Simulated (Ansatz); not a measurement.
MgO (rock salt, Fm-3m), a = 4.1592 Å, b = 4.1592 Å, c = 4.1592 Å, α = 90.00°, β = 90.00°, γ = 90.00°; the cell used has 2 atoms.

Relaxed with plane-wave PAW LDA (Ansatz code). Indices refer to the conventional cell of Fm-3m, a = 4.1592 Å, b = 4.1592 Å, c = 4.1592 Å, α = 90.00°, β = 90.00°, γ = 90.00°.

### Question
Simulate the powder diffraction pattern (Cu Kα, λ = 1.54184 Å; lines above 1 %) up to 2θ = 90°.

### Answer
Simulated powder pattern, Cu Kα, λ = 1.54184 Å (kinematic, ideal powder, no thermal factors, no anomalous dispersion; the 30 strongest lines at most, above 1 %, up to 2θ = 90°):

| 2θ (°) | d (Å) | I/Imax (%) | hkl |
|---|---|---|---|
| 37.45 | 2.401 | 11 | (111) |
| 43.52 | 2.080 | 100 | (200) |
| 63.24 | 1.471 | 55 | (220) |
| 75.87 | 1.254 | 7.0 | (311) |
| 79.89 | 1.201 | 16 | (222) |

Symmetry was held in the LDA relaxation; phonons on a q-mesh show no instability.

Potentials: the later of the program's two PAW sets.
